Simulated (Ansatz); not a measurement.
## GeSbTe₃ (R3m): electronic heat capacity and spin susceptibility from the density of states

Level of theory: DFT PBE, scalar-relativistic, plane waves, PAW (Ansatz 0.2.0).

Plane waves to 420 eV, a k mesh through Γ of 12×12×12 on the computed 5-atom cell and Gaussian smearing (0.10 eV); no spin polarisation.

Relaxed cell: R3m, a = 4.155 Å, b = 4.155 Å, c = 31.202 Å, α = 90.00°, β = 90.00°, γ = 120.00°, 5 atoms in the primitive cell. Whether it is the stable form of this composition wasn't checked.

The density of states at the Fermi level is 2.791 states/eV in the cell of 5 atoms (1 formula unit; both spins, tetrahedra on a 18×18×18 mesh).

Problem. What Sommerfeld coefficient and Pauli susceptibility does this give?

Solution. Per formula unit N(E_F) = 2.791 states/eV. γ = (π²/3) k_B² N(E_F) N_A = 2.357 mJ/(mol K²) per state/eV, so γ = 6.6 mJ/(mol K²), a mole of formula units. χ_P = μ_B² N(E_F) N_A = 3.23×10⁻⁵ emu/mol per state/eV gives 9.0×10⁻⁵ emu/mol. This is the bare band result: a measured γ of the same phase is as a rule larger by a factor 1 + λ from phonons and spin fluctuations, the spin part of χ is larger by the Stoner factor, and a measured χ also holds orbital and core terms. N(E_F) at one energy is sensitive to the mesh where the density of states has sharp peaks.

Spin-orbit coupling is left out, which matters for the bands of heavy elements. The cell holds layers, and where no dispersion correction was added their binding is poorly described.